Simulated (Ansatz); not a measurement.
Relaxed candidate structures of TiNi:

**A**
```
CELL_PARAMETERS angstrom
      4.16099     0.00000     0.00000
     -2.08050     3.60353     0.00000
      0.00000     0.00000     4.32072
ATOMIC_POSITIONS crystal
  Ni 0.00000 0.00000 0.73983
  Ni 0.00000 0.00000 0.26017
  Ti 0.33333 0.66667 0.00000
  Ti 0.66667 0.33333 0.00000
```

**B**
```
TiNi
1.0
   -2.32493     2.32493     1.25611
    2.32493    -2.32493     1.25611
    2.32493     2.32493    -1.25611
Ni Ti
1 1
Direct
  0.75000   0.25000   0.50000
  0.50000   0.50000   0.00000
```

**C**
```
CELL_PARAMETERS angstrom
      2.80877     0.00000     0.00000
     -1.40439     2.43247     0.00000
      0.00000     0.00000    15.65562
ATOMIC_POSITIONS crystal
  Ti 0.33333 0.66667 0.12615
  Ti 0.66667 0.33333 0.62615
  Ti 0.66667 0.33333 0.87385
  Ti 0.33333 0.66667 0.37385
  Ni 0.00000 0.00000 0.00000
  Ni 0.00000 0.00000 0.50000
  Ni 0.33333 0.66667 0.75000
  Ni 0.66667 0.33333 0.25000
```

**D**
```cif
data_Ni4Ti4
_chemical_formula_sum 'Ni4 Ti4'
_space_group_name_H-M_alt 'P 1'
_space_group_IT_number 1
_cell_length_a 4.81277
_cell_length_b 5.25699
_cell_length_c 5.25699
_cell_angle_alpha 127.005
_cell_angle_beta 90.000
_cell_angle_gamma 90.000
loop_
_space_group_symop_operation_xyz
  'x, y, z'
loop_
_atom_site_label
_atom_site_type_symbol
_atom_site_fract_x
_atom_site_fract_y
_atom_site_fract_z
_atom_site_occupancy
Ni1 Ni 0.00000 0.05727 0.05727 1
Ni2 Ni 0.50000 0.05727 0.05727 1
Ni3 Ni 0.25000 0.64477 0.00571 1
Ni4 Ni 0.75000 0.00571 0.64477 1
Ti1 Ti 0.25000 0.57570 0.45806 1
Ti2 Ti 0.75000 0.45806 0.57570 1
Ti3 Ti 0.25000 0.12995 0.58634 1
Ti4 Ti 0.75000 0.58634 0.12995 1
```

Q: Rank these by energy per atom (lowest first), as PBEsol (plane waves to 420 eV, PAW, scalar-relativistic; Ansatz, an electronic-structure program) gives it.

A: D (reference), C (+0.11 eV/atom), B (+0.24 eV/atom), A (+0.93 eV/atom)

The lowest structure calculated, Cmcm, oS8, is not among these; it lies 0.18 eV/atom below the lowest of them. Probably no minimum, since a slightly shaken restart fell lower: P6/mmm, hP4 (by 1.11 eV/atom, to Cmcm); P6₃/mmc, hP8 (by 0.24 eV/atom, to Pm-3m). Each run could gain symmetry but not lose that of its start, so entries can be saddle points. All of these are generated cells (placed on structure types, drawn at random, substituted or restacked) that were not matched to a known phase here. Energies are at zero temperature and pressure, without zero-point motion. Each cell has its own k-point mesh; energy differences are given only to the digits this allows. No spin polarisation in the result. A magnetic state may lie lower.
